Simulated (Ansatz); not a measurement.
FeCo (CsCl type)

```xyz
2
Lattice="2.8451 0.0000 0.0000 0.0000 2.8451 0.0000 0.0000 0.0000 2.8451" Properties=species:S:1:pos:R:3 pbc="T T T"
Fe     0.0000     0.0000     0.0000
Co     1.4225     1.4225     1.4225
```

The volume is varied about the relaxed value V₀ at fixed cell shape. Symmetry pins the atoms to their sites.

The numbers are results of PBE (plane waves to 420 eV, PAW, scalar-relativistic; Ansatz, a quantum-chemistry and plane-wave program), not measurements. k mesh 16×16×16 (Γ-centred), Fermi-Dirac smearing 0.05 eV. E stands for the smeared free energy. Stress and pressure are positive under compression. FeCo was relaxed with its symmetry unable to fall. Relaxed FeCo ends ferromagnetic. Other magnetic orders were not checked, so this need not be the ground state. ΔE is measured from the relaxed starting cell. The last digit holds for this mesh only.

| V (Å³/atom) | ΔE (meV/atom) |
|---|---|
| 9.673 | 244.3 |
| 10.041 | 145.5 |
| 10.410 | 76.2 |
| 10.778 | 31.6 |
| 11.146 | 7.4 |
| 11.515 | 0.0 |
| 11.883 | 6.7 |
| 12.252 | 25.2 |
| 12.620 | withheld |
| 12.989 | 90.2 |
| 13.357 | 133.4 |

Fit a third-order Birch-Murnaghan form (E₀, V₀, B₀, B₀′ free) to the given rows and predict ΔE at V = 12.620.

Least squares on the 10 given rows: ΔE = E₀ + (9V₀B₀/16)·y²·[2 + (B₀′ − 4)y], y = (V₀/V)^(2/3) − 1, with V₀ = 11.511 Å³/atom, B₀ = 191.6 GPa (160.2 GPa = 1 eV/Å³; the term in eV is multiplied by 1000), B₀′ = 4.70, E₀ = -0.04 meV/atom; root-mean-square residual 0.05 meV/atom. At 12.620 the fit gives 53.6 meV/atom; the calculation gives 53.6 meV/atom, the same to the digits shown. For the pressure the fit gives -14.2 GPa against the computed -14.2 GPa.

(A scan under strain: stresses follow from slopes of the energy per volume, elastic moduli from its curvatures.)
